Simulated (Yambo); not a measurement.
**Optical response of CsBH4**

```
CELL_PARAMETERS angstrom
      0.00000     3.66599     3.66599
      3.66599     0.00000     3.66599
      3.66599     3.66599     0.00000
ATOMIC_POSITIONS crystal
  H  0.40338 0.78986 0.40338
  H  0.40338 0.40338 0.78986
  H  0.40338 0.40338 0.40338
  H  0.78986 0.40338 0.40338
  B  0.50000 0.50000 0.50000
  Cs 0.00000 0.00000 0.00000
```

Yambo, RPA with local fields on PBEsol bands shifted by a G0W0 scissor of 2.83 eV; 4×4×4 mesh, 130 bands, 3 Ry local-field block, 0.2 eV broadening; field along x.

| E (eV) | Im ε | Re ε | Im ε, independent particles |
|---|---|---|---|
| 0.0 | 0.00 | 2.00 | 0.00 |
| 0.4 | 0.00 | 2.00 | 0.00 |
| 0.8 | 0.00 | 2.00 | 0.00 |
| 1.1 | 0.00 | 2.00 | 0.00 |
| 1.5 | 0.00 | 2.01 | 0.00 |
| 1.9 | 0.00 | 2.02 | 0.01 |
| 2.2 | 0.01 | 2.03 | 0.01 |
| 2.6 | 0.01 | 2.04 | 0.01 |
| 3.0 | 0.01 | 2.05 | 0.01 |
| 3.4 | 0.01 | 2.07 | 0.01 |
| 3.8 | 0.01 | 2.09 | 0.01 |
| 4.1 | 0.01 | 2.11 | 0.02 |
| 4.5 | 0.01 | 2.13 | 0.02 |
| 4.9 | 0.02 | 2.16 | 0.02 |
| 5.2 | 0.02 | 2.20 | 0.03 |
| 5.6 | 0.02 | 2.24 | 0.03 |
| 6.0 | 0.03 | 2.28 | 0.04 |
| 6.4 | 0.03 | 2.34 | 0.05 |
| 6.8 | 0.04 | 2.41 | 0.06 |
| 7.1 | 0.05 | 2.49 | 0.07 |
| 7.5 | 0.07 | 2.60 | 0.10 |
| 7.9 | 0.11 | 2.76 | 0.15 |
| 8.2 | 0.24 | 2.98 | 0.35 |
| 8.6 | 0.43 | 3.17 | 0.63 |
| 9.0 | 0.65 | 3.21 | 0.99 |
| 9.4 | 1.10 | 3.25 | 1.61 |
| 9.8 | 1.83 | 3.10 | 2.50 |
| 10.1 | 1.58 | 2.89 | 2.14 |
| 10.5 | 2.03 | 2.56 | 2.53 |
| 10.9 | 2.04 | 1.92 | 2.27 |
| 11.2 | 1.38 | 2.08 | 1.84 |
| 11.6 | 1.75 | 2.32 | 2.42 |
| 12.0 | 2.55 | 2.12 | 3.41 |
| 12.4 | 2.69 | 1.52 | 3.41 |
| 12.8 | 2.12 | 0.43 | 2.04 |
| 13.1 | 1.28 | 0.73 | 1.51 |
| 13.5 | 1.41 | 1.01 | 2.07 |
| 13.9 | 1.08 | 0.83 | 1.63 |
| 14.2 | 0.75 | 1.07 | 1.40 |
| 14.6 | 0.90 | 1.41 | 2.04 |
| 15.0 | 1.07 | 1.58 | 2.48 |
| 15.4 | 1.28 | 1.47 | 2.38 |
| 15.8 | 1.32 | 1.54 | 2.58 |
| 16.1 | 1.61 | 1.51 | 2.64 |
| 16.5 | 1.60 | 1.19 | 2.68 |
| 16.9 | 1.83 | 1.17 | 3.09 |
| 17.2 | 1.59 | 0.61 | 2.64 |
| 17.6 | 1.61 | 0.70 | 2.20 |
| 18.0 | 1.43 | 0.43 | 1.81 |
| 18.4 | 1.13 | 0.39 | 1.57 |
| 18.8 | 1.08 | 0.53 | 1.32 |
| 19.1 | 0.96 | 0.46 | 1.16 |
| 19.5 | 0.84 | 0.68 | 1.32 |
| 19.9 | 0.99 | 0.73 | 1.02 |

Structure narrower than a few tenths of an eV can come from the finite k mesh. Convergence of the RPA response with its 4×4×4 mesh was not tested. The scissor comes from a G0W0 run whose convergence isn't established. No excitonic effects at this level.

Geometry of the Materials Project entry, not relaxed at this level.

The structure is a Materials Project entry; no match was found in the copy of COD used, and its stability was not checked.
